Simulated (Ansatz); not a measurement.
Cu₈O:
```
CELL_PARAMETERS angstrom
      3.75895     0.00000     0.00000
      0.00000     3.75895     0.00000
      0.00000     0.00000     7.43490
ATOMIC_POSITIONS crystal
  Cu 0.00000 0.00000 0.73012
  Cu 0.50000 0.50000 0.71465
  Cu 0.00000 0.50000 0.00000
  Cu 0.50000 0.00000 0.00000
  Cu 0.00000 0.00000 0.26988
  Cu 0.50000 0.50000 0.28535
  Cu 0.00000 0.50000 0.50000
  Cu 0.50000 0.00000 0.50000
  O  0.50000 0.50000 0.00000
```

Relaxed with r²SCAN.

Question: Give the Bader charges and basin volumes of the independent atoms, DFT-r²SCAN in the program Ansatz with PAW potentials.

Answer: 

```tsv
atom	Bader charge (e)	Bader volume (Å³)
Cu1	-0.06	13.3
Cu2	+0.13	11.9
Cu3	+0.49	11.3
Cu7	+0.01	11.8
O9	-1.15	8.3
```

Space group P4/mmm. The start of the workflow was typed in or built on a structure type; neither database checked (COD, Materials Project) lists it. Whether it is the stable phase at ambient conditions was not checked. The cell was relaxed with r²SCAN under the symmetry of its start; its stability against distortions is not shown here. The workflow began spin-polarised and lost its moments. No Hubbard U is applied.

Potentials: the earlier of the program's two PAW sets. The files were generated under PBE; for other functionals the program regenerates the frozen cores, and for LDA and PBEsol the local potential too.
